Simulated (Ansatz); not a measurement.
Structure from Materials Project entry mp-1018131 (possibly hypothetical), not relaxed further.

Input and log of a run on LuAg₂: DFT, LDA, all-electron LAPW, scalar-relativistic (Ansatz 0.2.0).

```yaml
crystal:
  lattice:
    - [-1.81893357, 1.81893357, 4.52746682]
    - [1.81893357, -1.81893357, 4.52746682]
    - [1.81893357, 1.81893357, -4.52746682]
  atoms:
    - { symbol: Lu, position: [0.0, 0.0, 0.0] }
    - { symbol: Ag, position: [0.66838966, 0.66838966, 0.0] }
    - { symbol: Ag, position: [0.33161034, 0.33161034, 0.0] }
kpoints:
  mp_grid: { grid: [14, 14, 14] }
  band_path:
    path:
      - [0.0, 0.0, 0.0]
      - [0.0, 0.0, 0.5]
      - [0.25, 0.25, 0.25]
      - [0.0, 0.5, 0.0]
      - [0.0, 0.0, 0.0]
      - [0.5, 0.5, -0.5]
      - [0.2903518205, 0.7096481795, -0.2903518205]
      - [-0.2903518205, 0.2903518205, 0.2903518205]
      - [0.0, 0.0, 0.0]
    npoints: 8
scf:
  occupations: { method: fermi_dirac, width: 0.08 }
hamiltonian:
  xc: lda
  pseudopotentials: { kind: all_electron, lapw: { basis_error: 0.001 } }
output:
  forces: true
  stress: true
  eigenvalues: true
  populations: true
  dos: { projected: true, de: 0.2, e_range: [-14, 8] }
```

Output:

```
Lu: projections on atomic orbitals take those of the free atom 1s2 2s2 2p6 3s2 3p6 3d10 4s2 4p6 4d10 4f14 5s2 5p6 5d1 6s2, of charge +0.00 (hamiltonian.pseudopotentials.projection_atoms)
Ag: projections on atomic orbitals take those of the free atom 1s2 2s2 2p6 3s2 3p6 3d10 4s2 4p6 4d10 5s1, of charge +0.00 (hamiltonian.pseudopotentials.projection_atoms)
LAPW: plane waves up to 7.831 Å⁻¹, error target 1.0e-3 eV per atom; small_component_spin mean_spin; Ag in spheres of 1.462 Å, 19 of its electrons in bands, Dirac shells []; Lu in spheres of 1.528 Å, 35 of its electrons in bands, Dirac shells []
Engine: ansatz 0.2.0
Pseudopotentials: kind: all_electron
Pseudopotential: Lu, LAPW, valence charge 35, Koelling and Harmon's equation, gaussian nucleus
Pseudopotential: Ag, LAPW, valence charge 19, Koelling and Harmon's equation, gaussian nucleus
Functional definition: SPW92
  exchange = slater_x
  correlation = pw_c
Crystal: 3 atoms, lattice volume = 59.917 Å³
Basis set: ecut = 233.67098093142542 eV, 487 PW (Γ), FFT grids on a1+a3, a2+a3, a3, exchange–correlation at level 2
Bands: 44, of which v1, the nominal top of the filled ones, is band 37 counted from 1 (36 counted from 0)
Symmetry: 16 space group operations
Space group: I4/mmm (ITA 139), of the structure as read, at distance tolerance 3.9e-5 Å
k-points: 244 of 2744
Non-local potential: Lu, projectors of the file, none
Non-local potential: Ag, projectors of the file, none
Initial density: superposition of atomic densities (chi_scale 0.1, normalization cell, long waves kept (reshape's long-wave potential 0.00 eV rms))
Initial wavefunctions: plane waves of lowest kinetic energy (no species holds an atomic orbital)
Functional: x = slater, c = lda
iter 1 solved again at ethr=8.25e-4 eV; its pass at ethr=1.00e-1 eV (dr2=6.02e-1 eV) is discarded
SCF iter   1: F=—  HF=-685054.249653 eV  |F-HF|=—  |Δ(HF+E_count)|=         —  Δρ=2.71e-2  dr2=6.03e-1  ethr=8.25e-4  ⟨swp⟩=2.1  Hψ=70798  notcnv=0
preconditioner: auto → Kerker (q_TF=auto, 2.820 Å⁻¹)  [metal: Δε(μ)=0.027 eV  Ē_g=11.448 eV  σ=0.080 eV  W_gap=0.08  n_scr=32 (ndim 8)  ℏωp=32.2 eV  f_vac=0.000  D(μ)=1.09/eV (n_scr^D=2)]
SCF iter   2: F=—  HF=-685053.635622 eV  |F-HF|=—  |Δ(HF+E_count)|=   6.14e-1  Δρ=1.52e-2  dr2=3.23e-1  ethr=8.25e-4  ⟨swp⟩=3.0  Hψ=36023  notcnv=0
SCF iter   3: F=—  HF=-685052.943834 eV  |F-HF|=—  |Δ(HF+E_count)|=   6.92e-1  Δρ=8.87e-3  dr2=7.33e-2  ethr=4.43e-4  ⟨swp⟩=2.0  Hψ=33397  notcnv=0
SCF iter   4: F=—  HF=-685052.917169 eV  |F-HF|=—  |Δ(HF+E_count)|=         —  Δρ=3.80e-3  dr2=1.47e-2  ethr=1.00e-4  ⟨swp⟩=2.0  Hψ=31692  notcnv=0
the basis was enlarged: its passes take 309.3 KiB over the memory plan, 1 of 1 planned eigensolver slots
SCF iter   5: F=—  HF=-685052.915790 eV  |F-HF|=—  |Δ(HF+E_count)|=   1.38e-3  Δρ=1.69e-3  dr2=3.35e-3  ethr=2.01e-5  ⟨swp⟩=2.0  Hψ=31873  notcnv=0
SCF iter   6: F=—  HF=-685052.919895 eV  |F-HF|=—  |Δ(HF+E_count)|=   4.10e-3  Δρ=8.61e-4  dr2=1.28e-3  ethr=4.59e-6  ⟨swp⟩=2.0  Hψ=31873  notcnv=0  recentre
SCF iter   7: F=—  HF=-685052.915056 eV  |F-HF|=—  |Δ(HF+E_count)|=   4.84e-3  Δρ=5.21e-4  dr2=3.31e-4  ethr=1.75e-6  ⟨swp⟩=2.0  Hψ=31873  notcnv=0
iter 8 solved again at ethr=3.88e-8 eV; its pass at ethr=4.54e-7 eV (dr2=2.84e-5 eV) is discarded
SCF iter   8: F=—  HF=-685052.914947 eV  |F-HF|=—  |Δ(HF+E_count)|=   1.09e-4  Δρ=1.63e-4  dr2=2.84e-5  ethr=3.88e-8  ⟨swp⟩=2.0  Hψ=53780  notcnv=0
SCF iter   9: F=—  HF=-685052.914943 eV  |F-HF|=—  |Δ(HF+E_count)|=   4.03e-6  Δρ=4.03e-5  dr2=2.46e-6  ethr=3.88e-8  ⟨swp⟩=2.0  Hψ=31874  notcnv=0
SCF iter  10: F=—  HF=-685052.914943 eV  |F-HF|=—  |Δ(HF+E_count)|=   5.33e-7  Δρ=1.97e-5  dr2=5.12e-7  ethr=3.37e-9  ⟨swp⟩=2.0  Hψ=31874  notcnv=0
SCF iter  11: F=-685052.914943 eV  HF=-685052.914943 eV  |F-HF|=3.10e-8  |Δ(HF+E_count)|=   1.21e-7  Δρ=8.81e-6  dr2=5.17e-8  ethr=7.02e-10  ⟨swp⟩=2.0  Hψ=31874  notcnv=0
SCF 1 converged in 11 iterations: F = -685052.914943 eV  dr2 = 5.17e-8
NSCF: frozen V_eff on 65 k-points
SCF converged after 11 iterations
Free energy (F): -685052.914943 eV
Harris-Foulkes:  -685052.914943 eV  (|F-HF|=3.10e-8)
Internal energy: -685052.891712 eV  (E = F + TS)
E sigma→0 (E₀):  -685052.903327 eV
Entropy (-TS):   -0.023231 eV (-7.744 meV/atom)
Fermi energy:    17.934405 eV
--- Per-component energies (eV) ---
  E_band       = -2055.785316
  E_kinetic    = 741260.729324
  E_xc         = -15831.791823
  E_electrostatic = -1410481.829212  (all electrons and nuclei)
  E_smearing   = -0.023231  (= −TS)
  E_closure    = 0.000000  (closes the sum)
  E_atoms      = -685039.181879  (free atoms, spherical and without spin; not in F)
  Σ components = -685052.914943   (vs F -685052.914943, Δ=0.00e0)
  Basis errors (estimates in eV, not in F): energy 2.5e-4 per atom: plane waves 2.2e-4 (1.1e-4 summed), levels above the bands 6.2e-47, relativity 3.4e-9, radial functions 3.6e-5, core shells 7.6e-7; eigenvalues (radial functions only) 1.0e-6; not estimated: angular momenta, meshes, grids; target (lapw.basis_error) 1.0e-3; muffin-tin radii Ag 1.462 Å, Lu 1.528 Å
--- Forces (eV/Å), atoms counted from 1 ---
  atom   1  Lu    -0.00000000     0.00000000     0.00000000
  atom   2  Ag     0.00000000     0.00000000     0.03079250
  atom   3  Ag     0.00000000     0.00000000    -0.03079250
  max |Σ_I F_I| component: 6.94e-18 eV/Å
--- Stress (GPa, compression-positive) ---
       -5.721900      -0.000000       0.000000
       -0.000000      -5.721900      -0.000000
        0.000000      -0.000000      -6.449366
  P = ⅓ Tr σ = -5.9644 GPa (-59.644 kbar)
--- Band table (eV; the first three rows and the last of 244) ---
  k-point 0: bands = ["-168.7982", "-168.7881", "-168.7881", "-168.7864", "-168.7851", "-74.3738", "-74.3647", "-38.3893", "-37.9357", "-37.9073", "-37.9073", "-37.8918", "-37.8691", "-37.8691", "-9.1071", "-9.0148", "-9.0148", "10.4628", "12.1131", "12.6274", "12.6415", "12.6907", "12.6907", "12.7450", "12.8122", "12.8122", "12.8182", "12.8576", "12.9107", "13.0897", "13.0897", "13.1100", "13.3784", "13.3784", "13.9793", "16.9221", "18.9935", "20.0007", "20.0007", "20.5022", "22.6208", "25.4990", "27.1063", "27.1063"]
  k-point 1: bands = ["-168.7982", "-168.7881", "-168.7881", "-168.7864", "-168.7851", "-74.3735", "-74.3649", "-38.3891", "-37.9361", "-37.9079", "-37.9078", "-37.8898", "-37.8703", "-37.8690", "-9.1053", "-9.0230", "-9.0222", "10.6120", "12.1495", "12.5402", "12.6527", "12.6955", "12.7119", "12.7396", "12.7635", "12.8001", "12.8105", "12.8923", "12.9037", "13.0482", "13.1043", "13.1443", "13.3495", "13.4566", "13.9448", "17.0572", "19.0509", "19.5753", "19.8533", "21.1253", "22.3742", "25.4874", "26.5065", "26.6508"]
  k-point 2: bands = ["-168.7982", "-168.7881", "-168.7881", "-168.7864", "-168.7851", "-74.3730", "-74.3654", "-38.3883", "-37.9367", "-37.9091", "-37.9085", "-37.8849", "-37.8743", "-37.8689", "-9.1006", "-9.0453", "-9.0429", "11.0239", "12.2555", "12.3808", "12.6040", "12.7099", "12.7120", "12.7277", "12.8003", "12.8060", "12.8385", "12.8538", "12.9236", "12.9617", "13.1348", "13.1842", "13.2866", "13.5821", "13.9158", "17.4048", "19.2215", "19.2352", "19.4385", "21.6198", "21.8930", "25.3860", "25.6883", "26.0627"]
  k-point 243: bands = ["-168.7982", "-168.7881", "-168.7881", "-168.7864", "-168.7851", "-74.3725", "-74.3660", "-38.3962", "-37.9143", "-37.9093", "-37.9093", "-37.9060", "-37.8671", "-37.8671", "-9.1170", "-9.0138", "-9.0138", "11.8787", "11.9217", "12.3056", "12.4903", "12.5317", "12.5317", "12.6872", "12.7110", "12.8070", "12.8092", "12.8092", "13.0452", "13.0452", "13.1010", "13.5298", "13.5298", "13.5564", "13.7319", "14.4096", "19.0550", "21.2181", "21.6711", "21.6711", "22.6140", "22.7424", "22.7424", "27.3643"]
--- Löwdin populations: 3 sites ---
  site symbol       q [e]
     0     Lu     71.3185
     1     Ag     46.6641
     2     Ag     46.6641
  spilling = 0.002141 (of n_electrons = 165.000000)
```
